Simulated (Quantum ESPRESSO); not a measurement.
Band energies of SiO2

```xyz
12
Lattice="8.2771 0.0000 0.0000 0.0000 4.4043 2.4810 0.0000 -4.4043 2.4810" Properties=species:S:1:pos:R:3 pbc="T T T"
O      0.0000     0.0000     1.9678
O      4.1385     0.0000     1.9678
O      4.4971     1.9088     3.7283
O      3.7800    -1.9088     3.7283
O      7.9185     1.9088     3.7283
O      0.3586    -1.9088     3.7283
O      2.0693     1.3758     2.8908
O      6.2078    -1.3758     2.8908
Si     7.7583    -1.4466     2.4589
Si     0.5187     1.4466     2.4589
Si     4.6573    -1.4466     2.4589
Si     3.6198     1.4466     2.4589
```

norm-conserving PBEsol (Quantum ESPRESSO, 84 Ry, no spin-orbit coupling); path ΓXSRAZΓYX1A1TY,ZT; energies in eV from the valence-band maximum.

```csv
k (1/Å),point,band 28,band 29,band 30,band 31,band 32,band 33,band 34,band 35
0.00,Γ,-0.74,-0.70,-0.32,-0.11,0.00,5.81,8.09,8.76
0.42,,-0.77,-0.65,-0.42,-0.40,-0.08,6.83,8.78,9.08
0.83,X,-1.05,-0.71,-0.65,-0.64,-0.19,8.69,8.83,9.08
1.04,,-0.93,-0.81,-0.61,-0.58,-0.17,8.22,8.64,9.32
1.24,S,-0.94,-0.79,-0.61,-0.46,-0.14,8.02,8.54,9.33
1.24,R,-0.79,-0.62,-0.52,-0.36,-0.33,8.33,8.57,8.77
1.45,,-0.87,-0.59,-0.56,-0.40,-0.40,8.47,8.65,8.86
1.65,A,-1.11,-0.54,-0.54,-0.45,-0.45,8.77,8.77,9.10
1.99,,-0.81,-0.51,-0.51,-0.33,-0.33,7.79,7.79,9.28
2.49,Z,-0.74,-0.43,-0.43,-0.10,-0.10,6.66,6.66,9.08
2.87,Γ,-0.74,-0.70,-0.32,-0.11,0.00,5.81,8.09,8.76
3.04,,-0.80,-0.75,-0.33,-0.16,-0.02,6.03,8.25,8.80
3.40,,-0.99,-0.89,-0.49,-0.39,-0.07,7.36,9.03,9.05
3.58,Y,-0.96,-0.76,-0.68,-0.39,-0.07,8.05,8.51,9.17
4.01,X1,-1.05,-0.71,-0.65,-0.64,-0.19,8.69,8.83,9.08
4.39,A1,-1.11,-0.54,-0.54,-0.45,-0.45,8.77,8.77,9.10
4.54,,-1.11,-0.52,-0.52,-0.40,-0.40,8.65,8.65,9.03
4.82,T,-1.06,-0.55,-0.55,-0.29,-0.29,8.40,8.40,8.84
4.95,,-0.99,-0.61,-0.57,-0.36,-0.19,8.22,8.53,8.87
5.20,Y,-0.96,-0.76,-0.68,-0.39,-0.07,8.05,8.51,9.17
5.20,Z,-0.74,-0.43,-0.43,-0.10,-0.10,6.66,6.66,9.08
5.56,,-0.86,-0.54,-0.54,-0.20,-0.20,7.31,7.31,9.19
5.92,T,-1.06,-0.55,-0.55,-0.29,-0.29,8.40,8.40,8.84
```

The PBEsol gap is direct, 5.81 eV at Γ.

Geometry of the Materials Project entry, not relaxed at this level.

This is not the ordinary phase of the substance; no match was found in the copy of COD used, and its stability was not checked.

Letters of k points follow the standard setting of the lattice, whose axes may be ordered differently from the printed cell.
